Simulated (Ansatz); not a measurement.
# ¹⁷O NMR of the central transition in CrH₁₀Se₂S₂N₄O₆

Cell: an entry of the Crystallography Open Database (COD), relaxed with r2SCAN at fixed cell and then changed (all 2 O of one site replaced by Se, ions relaxed).

```cif
data_CrH10Se2S2N4O6
_symmetry_space_group_name_H-M 'P-1'
_symmetry_Int_Tables_number 2
_cell_length_a 5.4568
_cell_length_b 5.7092
_cell_length_c 7.2662
_cell_angle_alpha 91.830
_cell_angle_beta 103.493
_cell_angle_gamma 97.596
loop_
_atom_site_label
_atom_site_type_symbol
_atom_site_symmetry_multiplicity
_atom_site_Wyckoff_symbol
_atom_site_fract_x
_atom_site_fract_y
_atom_site_fract_z
Cr Cr 1 a 0.0000 0.0000 0.0000
H2 H 2 i 0.8885 0.7172 0.2441
H4 H 2 i 0.1625 0.8723 0.3352
H6 H 2 i 0.3109 0.5822 0.1327
H8 H 2 i 0.2781 0.5358 0.3509
H10 H 2 i 0.0432 0.4186 0.1654
S S 2 i 0.6113 0.1918 0.2405
N14 N 2 i 0.0625 0.7701 0.2150
N16 N 2 i 0.1831 0.5615 0.2151
O18 O 2 i 0.7802 0.2201 0.1022
O20 O 2 i 0.3433 0.1938 0.1256
O22 O 2 i 0.6839 0.3994 0.3757
Se Se 2 i 0.6585 0.8773 0.3772
```

One atom of each set is listed.

Level of theory: DFT, r2SCAN, plane waves and PAW, scalar-relativistic, 500 eV cutoff, Γ-centred 4×4×3 k-points, Fermi–Dirac smearing 0.02 eV (Ansatz 0.2.0).

¹⁷O has I = 5/2 and Q = -25.58 mb (Pyykkö 2018); at 14.1 T its Larmor frequency is ν₀ = 81.4 MHz. Only the quadrupole interaction is simulated: positions count from each site's isotropic chemical shift, and J coupling is left out, as are shift anisotropy and dipolar coupling, which fast spinning averages.

Problem. What does the ¹⁷O spectrum (fast magic-angle spinning) show for each site?

Solution. 

```csv
site,first shell,C_Q (MHz),η,P_Q (MHz),δ_QIS (ppm),breadth (kHz)
O18,"1 S at 1.51 Å, 1 Cr at 2.08 Å; also 2 H at 1.67–2.08 Å",-8.59,0.18,8.63,-67.5,12.3
O20,"1 S at 1.51 Å, 1 Cr at 2.04 Å, angle 147°",-8.89,0.13,8.92,-72.0,13.1
O22,1 S at 1.47 Å; also 1 H at 1.97 Å,-8.01,0.05,8.01,-58.1,10.3
```

δ_QIS = −(ν_Q²/30ν₀²)[I(I+1) − 3/4](1 + η²/3) × 10⁶ ppm with ν_Q = 3|C_Q|/[2I(2I−1)]; it falls as 1/B₀² in ppm, and the breadth as 1/B₀ in kHz.

At O18 and O20 V_zz points along the shorter of its two bonds, to S (within 5°) in each case. At O22 V_zz points along its bond to S (within 2°).

The substituted crystal keeps its parent's cell, where the r2SCAN pressure is 9 GPa (principal stresses up to 15 GPa in size), so with r2SCAN the cell would grow if it were relaxed. The run isn't spin-polarised; if Cr carries unpaired electrons in the real compound, its values differ. With a gap of 0.3 eV on this mesh, the gradients can still move by some per cent as the k-mesh gets denser.

The relaxation (21 steps) took 4.9 min of wall time (19 min of CPU time) and 1.8 GiB at its peak, on 4 threads of AMD EPYC 7R43 64-Core Processor (Zen 3) (x86_64; 48 cores open to the job, memory cap 8.0 GiB, no GPU), a shared host with a load of 0.2 a core.
